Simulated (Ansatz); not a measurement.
# PbO (P4/nmm)

Level of theory: DFT PBE+D3(BJ), scalar-relativistic, plane waves, PAW in Ansatz.

Settings: cutoff 420 eV, Γ-centred mesh 8×8×6 on the computed 4-atom cell, Gaussian smearing of 0.02 eV; no spin polarisation.

The structure is relaxed at this level of theory with its symmetry kept. Whether it is the stable form of this composition wasn't checked.

It takes space group P4/nmm (No. 129, tetragonal). Conventional cell: a = 4.034 Å, b = 4.034 Å, c = 4.993 Å, α = 90.00°, β = 90.00°, γ = 90.00°. Around Pb (site symmetry 4mm) lie 4 O at 2.34 Å. O (site symmetry -4m2) is surrounded by 4 Pb at 2.34 Å.

- Volume per atom: 20.32 Å³
- Kohn–Sham band gap: 1.26 eV, indirect from (-0.083, -0.083, 0.000) to M
- Löwdin character of the top 1 eV of the valence band: O 2p 66 %, Pb 6s 17 %, Pb 6p 15 %
- Löwdin character of the lowest 1 eV of the conduction band: Pb 6p 70 %, O 2s 9 %, O 2p 9 %, unprojected 5 %
- Electron masses at the edge by Cartesian direction of the standard setting (m_e; degenerate bands sorted by energy; no spin-orbit coupling): x: 0.28, 0.28; y: 0.28, 0.28; z: 0.40, 0.40
- Hole masses at the edge by Cartesian direction of the standard setting (m_e; degenerate bands sorted by energy; no spin-orbit coupling): x: 3.9; y: 3.9; z: 1.5
- Bulk modulus: 20.4 GPa
- Its pressure derivative: 8.5
- Electronic dielectric constant xx, yy, zz of the standard setting (independent particles): 7.3, 7.3, 6.6
- Bader charges (e): Pb (2 in the cell) 1.16, O (2 in the cell) -1.16

Spin-orbit coupling is left out, which matters for the bands of heavy elements.